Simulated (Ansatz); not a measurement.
In PBE (plane waves, PAW; program Ansatz), Cr in the diamond structure (Fd-3m) relaxes to a = 5.094 Å. Cr has 4 nearest neighbours from 2.21 Å (tetrahedral).

Electronic character: metallic (no gap). The magnetic state found is non-magnetic (starting moments vanished).

The bulk modulus is 103 GPa.

The start of the workflow was typed in or built on a structure type; neither database checked (COD, Materials Project) lists it. It is not the phase usual at ambient conditions (space group No. 229). The PBE relaxation kept the symmetry of its start; whether a distortion lowers the energy is not shown. The workflow began spin-polarised and lost its moments.

Potentials: the earlier of the program's two PAW sets.
